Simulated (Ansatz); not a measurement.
## ZrScC$_{2}$, a known structure type with other elements, at an estimated volume

```xyz
16
Lattice="5.5387 0.0000 0.0000 0.0000 3.1991 0.0000 0.0000 0.0000 10.8115" Properties=species:S:1:pos:R:3 pbc="T T T"
C     0.8474    0.7998    8.1302
C     1.9219    2.3993    2.7245
C     3.6167    0.7998    8.0870
C     4.6912    2.3993    2.6812
C     4.1595    0.7998    0.0541
C     4.1485    2.3993    5.4598
C     1.3902    0.7998    5.3517
C     1.3791    2.3993   10.7574
Sc    0.4536    0.7998    1.6444
Sc    2.3157    2.3993    7.0502
Sc    3.2229    0.7998    3.7613
Sc    5.0850    2.3993    9.1670
Zr    2.3213    0.7998    9.7152
Zr    0.4481    2.3993    4.3094
Zr    5.0906    0.7998    6.5020
Zr    3.2174    2.3993    1.0963
```

Level: PBEsol, no spin polarisation; 420 eV; 6×11×3 Γ-centred mesh; fermi-dirac occupations (width 0.1 eV); Ansatz 0.2.0, fixed geometry.

Question: What do density and ELF say about some of the short contacts?

Answer: C–Zr at 2.08 Å: least valence density 0.74 e/Å³ and ELF 0.39 there. C–Sc at 2.31 Å: least valence density 0.37 e/Å³ and ELF 0.21 there. Both are smooth PAW fields, read partly inside the augmentation spheres.

Question: What happens at the Fermi level?

Answer: It is a metal, with about 7.8 states/eV a cell as the mean within 0.25 eV of the Fermi level, mostly C p (60 %), Zr d (17 %) and Sc d (17 %).

Question: What is the formation energy?

Answer: -0.11 eV an atom against the elements' usual phases (free molecules for gases, crystals otherwise, with no correction for O₂ or N₂), so it is bound against them; other compounds may still compete. Relaxing would lower it.

Question: Which element gives electrons and which takes them?

Answer: Bader charges in e: Zr +1.63, Sc +1.64, C -1.67 to -1.61. In the mean Sc gives up most and C takes most.

Question: What does the stress say?

Answer: The pressure is 23.7 GPa (compression positive), so with the atoms held at these fractions the cell would first expand; the forces are large, so a full relaxation may end otherwise. The principal stresses 12.9, 25.1, 33.2 GPa differ, so its shape would change too.

Origin: a known structure type with other elements, at an estimated volume, so it need not be a known compound. Caveats: atoms or cell far from equilibrium.
